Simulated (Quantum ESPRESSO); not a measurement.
Si7Ga, a curve over strain

Simulated, not a measurement. The program is pw.x of Quantum ESPRESSO 7.5 (plane-wave density functional theory). The cell is made up: 8 atoms on a zincblende/diamond lattice, with randomly drawn elements, strain and displacements, not relaxed. PseudoDojo standard norm-conserving files (v0.5 for PBE, v0.4.1 for LDA and PBEsol) set the functional; there is no spin polarisation, spin-orbit coupling or dispersion term, and the masses in the input are unused placeholders. A spin-polarised start on this cell or one of its family kept no moment.

Seven runs add a strain to one cell (along z); the atoms follow the cell and are not relaxed. Stress in the table is positive in tension.

Input of the run at +0.0003:

```
&control calculation='scf', pseudo_dir='./dojo.nc.sr.pbe.v0_5.standard.upf', outdir='./o', disk_io='low', tprnfor=.true., tstress=.true. /
&system ibrav=0, nat=8, ntyp=2, nbnd=31, ecutwfc=79.96652505, nosym=.true., tot_charge=0,
 occupations='smearing', smearing='fd', degauss=0.0073498644
/
&electrons conv_thr=7.350e-09, electron_maxstep=60, /
ATOMIC_SPECIES
Ga 1.0 Ga.upf
Si 1.0 Si.upf
CELL_PARAMETERS angstrom
5.3658 0.0257 -0.1048
0.0257 5.2494 -0.0491
-0.1048 -0.0491 5.3213
ATOMIC_POSITIONS angstrom
Si -0.0254 -0.0134 0.0692
Ga -0.0548 2.6408 2.6345
Si 2.7176 -0.0359 2.5697
Si 2.804 2.6693 -0.0449
Si 1.3514 1.27 1.2694
Si 1.2979 3.913 3.9411
Si 3.9671 1.2846 3.8579
Si 4.0473 3.9342 1.2642
K_POINTS automatic
6 6 6 1 1 1
```

```
added strain  free energy less that of the input shown (eV)  stress xx (GPa)  stress yy (GPa)  stress zz (GPa)  stress xy (GPa)  pressure (GPa)  iterations
     -0.0236                                         0.2987           -14.65           -15.22           -15.22             0.15           15.03          10
     -0.0035                                         0.0422           -12.19           -12.80           -12.11             0.16           12.37          10
     +0.0003                                         0.0000           -11.75           -12.36           -11.55             0.16           11.89          10
     +0.0177                                        -0.1674            -9.79           -10.48            -9.04             0.17            9.77          10
     +0.0199                                        -0.1857            -9.55           -10.25            -8.73             0.17            9.51          10
     +0.0228                                        -0.2088            -9.24            -9.96            -8.33             0.17            9.18          10
```

Question: one run is left out of the table, at +0.0079. Estimate its stress zz (GPa).

Answer: -10.44. The whole row:

| added strain | free energy less that of the input shown (eV) | stress xx (GPa) | stress yy (GPa) | stress zz (GPa) | stress xy (GPa) | pressure (GPa) | iterations |
| --- | --- | --- | --- | --- | --- | --- | --- |
| +0.0079 | -0.0782 | -10.88 | -11.52 | -10.44 | 0.16 | 10.94 | 10 |

A cubic fit gives a slope of stress zz against the added strain of 147 GPa at zero added strain, with the atoms clamped. Across the table the free energy follows the integral of the stress to within 0.6 meV. A rerun of one of the cells at 1377 eV and a 8 x 8 x 8 mesh moved values by no more than 0.012 eV in energy, 0.08 GPa in stress and 0.020 eV/Å in force.